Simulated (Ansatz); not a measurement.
Computed properties of Mn$_{3}$Sn

Mn3Sn:
```
CELL_PARAMETERS angstrom
      4.67133     0.00000     0.00000
      0.00000     5.74726     0.00000
      0.00000     0.00000     9.94137
ATOMIC_POSITIONS crystal
  Mn 0.25000 0.75142 0.91315
  Mn 0.75000 0.50000 0.34964
  Mn 0.25000 0.24858 0.91315
  Mn 0.75000 0.24858 0.08685
  Mn 0.25000 0.50000 0.65036
  Mn 0.75000 0.75142 0.08685
  Sn 0.25000 0.50000 0.16883
  Sn 0.75000 0.50000 0.83117
  Mn 0.25000 0.25142 0.41315
  Mn 0.75000 0.00000 0.84964
  Mn 0.25000 0.74858 0.41315
  Mn 0.75000 0.74858 0.58685
  Mn 0.25000 0.00000 0.15036
  Mn 0.75000 0.25142 0.58685
  Sn 0.25000 0.00000 0.66883
  Sn 0.75000 0.00000 0.33117
```
The run is spin-polarised; directions of the spins, atom by atom: ↑ ↑ ↑ ↑ ↑ ↑ 0 0 ↓ ↓ ↓ ↓ ↓ ↓ 0 0.

Space group Cmcm (No. 63); conventional cell a = 5.7473 Å, b = 9.9414 Å, c = 4.6713 Å, α = β = γ = 90.00°.

Method: r²SCAN in the plane-wave PAW code Ansatz. Geometry: relaxed at this level of theory. Other levels are named where they apply.

Cell and energy:

* **Volume per atom**: 16.68 Å³
* **Density**: 7.06 g/cm³
* **Formation energy from the elements (no fitted shifts)**: -0.042 eV/atom

Electronic structure:

- Electronic character = metallic (no gap)
- Density of states at the Fermi level = 0.87 states/eV per atom (mean over ±0.08 eV)

Magnetism:

Magnetic order: antiferromagnetic
Net moment: 0.00 μB per atom

Mechanics:

- Bulk modulus (Birch–Murnaghan fit) = 68.9 GPa
- Pressure derivative B′ = 2.5

Charges:

Bader charges: Mn +0.21 to +0.27, Sn -0.75 e

The workflow started from an entry of the Crystallography Open Database (COD); the relaxed space group is not among those it files for this formula. COD files the formula under space group No. 194. Whether it is the stable phase at ambient conditions was not checked. Symmetry was held in the r²SCAN relaxation, as lowered by the spin order; whether a distortion lowers the energy is not shown. Magnetic state: antiferromagnetic, chosen from 5 collinear starts compared on coarse meshes (ties went to the first, and starts can fall back to one state), not a proven ground state. The program gave a warning on the electronic state, which may not be the lowest. For itinerant 3d metals, meta-GGAs of the SCAN family and hybrids are commonly reported to give too large moments. Point labels and valley counts follow the cell and symmetry of the run, lower than the named group. Axis ratios of metals converge slowly with the k-mesh, so a and c are less sure than the volume. The references are the lowest solids computed at this level, not always the standard phases. The manganese reference at this level is a Cmcm phase, not α-Mn. Scalar-relativistic: spin–orbit coupling is off unless named, which matters more the heavier the elements.

Potentials: the earlier of the program's two PAW sets. The files were generated under PBE; for other functionals the program regenerates the frozen cores, and for LDA and PBEsol the local potential too.
